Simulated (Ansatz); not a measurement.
Input and command of a plane-wave DFT calculation in Ansatz:

```yaml
crystal:
  lattice:
    - [3.7208307847, 0.0, 0.0]
    - [0.0, 6.6430172647, 0.0]
    - [0.0, 0.0, 3.9520475366]
  atoms:
    - { symbol: Pd, position: [0.2737373803, 0.3297481773, 0.0] }
    - { symbol: Pd, position: [0.7262626197, 0.6702518227, 0.0] }
    - { symbol: Pd, position: [0.7737373803, 0.1702518227, 0.5] }
    - { symbol: Pd, position: [0.2262626197, 0.8297481773, 0.5] }
    - { symbol: S, position: [0.0, 0.0, 0.0] }
    - { symbol: S, position: [0.5, 0.5, 0.5] }
basis:
  ecutwfc: 420
kpoints:
  mp_grid: { grid: [6, 4, 4] }
hamiltonian:
  xc: pbe
scf:
  occupations: { method: gaussian, width: 0.1 }
  lower_state_search: "off"
output:
  forces: true
  stress: true
  eigenvalues: true
relax:
  adjacent_minimum: "off"
  f_tol: 0.04
  max_steps: 70
  cell: { stress_tol: 0.4 }
```

```bash
ansatz run input.yaml --threads 1 --pin off --max-ram 2560MiB --backend cpu --events-out ev --progress --plain --runs-dir out
```

Processor: Arm Neoverse V2, 1 thread, on a host shared with other jobs.

**Question.** How long does it run, and how much memory does it take?

**Answer.** About 31 s on 1 thread of Arm Neoverse V2, with other jobs on the host, peak memory 0.42 GiB. It solves 51 bands at 36 k points (the mesh reduced by the symmetry that the task leaves, which can be less than the crystal's) with about 1915 plane waves (on the last cell), in 20 SCF iterations over 3 ionic steps.
